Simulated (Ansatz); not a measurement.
# How YSb (Fm-3m) stiffens under pressure

```yaml
crystal:
  lattice:
    - [0.00000, 3.05846, 3.05846]
    - [3.05846, 0.00000, 3.05846]
    - [3.05846, 3.05846, 0.00000]
  atoms:
    - { symbol: Y, position: [0.50000, 0.50000, 0.50000] }
    - { symbol: Sb, position: [0.00000, 0.00000, 0.00000] }
```

This is the zero-pressure cell. At each pressure cell and atoms are relaxed in this structure, and the constants are slopes of the stress at strains of ±0.005 with relaxed ions (the coefficients that govern stability under load). Level: PBEsol, PAW on Ansatz 0.2.0's default frozen-core files (fitted under PBE), scalar-relativistic; k mesh 14×14×14, strains of ±0.005, Fermi-Dirac smearing of 0.050 eV, cutoff 420 eV. P is the pressure of the relaxed cell, less that of this one.

```
P (GPa)    V/V₀  C11 (GPa)  C12 (GPa)  C44 (GPa)
   0.00  1.0000      162.1       17.0       22.6
   0.98  0.9855      172.5       17.8       22.3
   2.00       ?          ?          ?          ?
   3.99  0.9468      203.1       20.0       21.1
   6.97  0.9148      232.4       22.1       19.8
   9.98  0.8869      261.0       24.2       18.6
  14.99  0.8480      306.7       27.7       16.5
```

Question: Does the bulk modulus from the constants agree with the pressure-volume curve?

Answer: A third-order Birch-Murnaghan fit to the volumes shown (F against f, f = [(V₀/V)^(2/3) − 1]/2) gives B₀ = 65.4 GPa and B′ = 4.0. Its −V dP/dV stands beside (C11 + 2C12)/3:

```csv
P (GPa),from P(V),from the constants
0.00,65.4,65.4
0.98,69.3,69.3
3.99,80.9,81.0
6.97,92.1,92.2
9.98,103.1,103.1
14.99,121.0,120.7
```

Question: What are the pressure derivatives at zero pressure?

Answer: Slopes at V₀ of quadratic fits in −ln(V/V₀) through the first four rows shown, divided by B₀: dC11/dP = 10.5, dC12/dP = 0.7, dC44/dP = -0.4. The mean slopes up to 4.0 GPa are 10.3, 0.7, -0.4; curvature and scatter of the constants part the two. The combination (dC11/dP + 2 dC12/dP)/3 = 4.0 stands against B′.

Question: Fill the row at 2.00 GPa.

Answer: Cubic fits in −ln(V/V₀) through all rows shown give C11 = 183.0, C12 = 18.5, C44 = 21.8 GPa. Computed: V/V₀ = 0.9715, C11 (GPa) = 183.0, C12 (GPa) = 18.5, C44 (GPa) = 21.9.

Question: Does a shear stiffness soften?

Answer: C44 goes from 22.6 to 16.5 GPa; (C11 − C12)/2 goes from 72.5 to 139.5 GPa. C44 softens under pressure, though the lattice stays mechanically stable over this range.

Limits of these numbers: no other phase was computed; many crystals of this kind change structure within this range, and rows or crossings beyond such a change describe a metastable lattice; frozen-core PAW files fitted under PBE, their cores solved anew for the functional of the run; responses of metals move with mesh and smearing; the softest shear constant rests on one k mesh, and a soft shear can herald a distortion on cooling; phonons weren't checked at these pressures.
